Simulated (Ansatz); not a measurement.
In2Pt (cubic Laves (MgCu2 type), space group No. 227) at seven volumes, PBE in the plane-wave PAW code Ansatz, scaled uniformly. One row is withheld.

| V (Å³/atom) | P (GPa) |
|---|---|
| 20.328 | 7.68 |
| 20.998 | 4.59 |
| 21.668 | 2.06 |
| 22.338 | 0.00 |
| 23.009 | -1.67 |
| 23.679 | -3.02 |
| 24.349 | ? |

### Question
Fit the shown pressures and predict the withheld one.

### Answer
Third-order Birch–Murnaghan: P = (3/2)B₀(x^(7/2) − x^(5/2))[1 + (3/4)(B′ − 4)(x − 1)] with x = (V₀/V)^(2/3). Least squares on the six rows gives V₀ = 22.340 Å³/atom, B₀ = 61.67 GPa, B′ = 5.91. At V = 24.349, x = 0.9442 and P = -4.11 GPa. The run itself gave -4.12 GPa.

Space group Fd-3m (cubic Laves (MgCu2 type)). The cell is a constructed one: a structure type filled with these elements; neither database checked (COD, Materials Project) lists it. COD files the formula under space group No. 225. Its standing as an ambient phase is unchecked. The PBE relaxation kept the symmetry of its start; its stability against distortions is not shown here. The run is not spin-polarised. Spin–orbit coupling is left out wherever it is not named.

Potentials: the earlier of the program's two PAW sets.
